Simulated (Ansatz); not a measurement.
## ZnAg: zone-centre modes under pressure

ZnAg, Pm-3m, a = 3.077 Å. The structure is a COD entry; whether it is the stable form wasn't checked. Ansatz: LDA, PAW, 420 eV, Γ-centred 14×14×14 mesh on 2 atoms, Fermi-Dirac smearing 0.15 eV; no spin polarisation. Cell and atoms are relaxed at each pressure with the symmetry kept; optical modes at Γ by linear response, in cm⁻¹, the highest.

| P (GPa) | V (Å³/atom) | ω1 |
| --- | --- | --- |
| 0 | 14.566 | 168.6 |
| 2 | 14.356 | 175.0 |
| 6 | 13.983 | ? |

Question: Get the mode's Grüneisen parameter γ = −d ln ω/d ln V from the other rows and predict the missing frequency.

Answer: ln(V/V0) = 0.0000, -0.0145, -0.0408; a line through ln(ω/ω0) of the 2 known rows gives ω1: γ = 2.569, predicted 187.2, computed 186.8. The miss is 0.2 %, or 2 % of the shift under pressure, so a constant γ serves at that level. In a metal these frequencies hang on the mesh and smearing.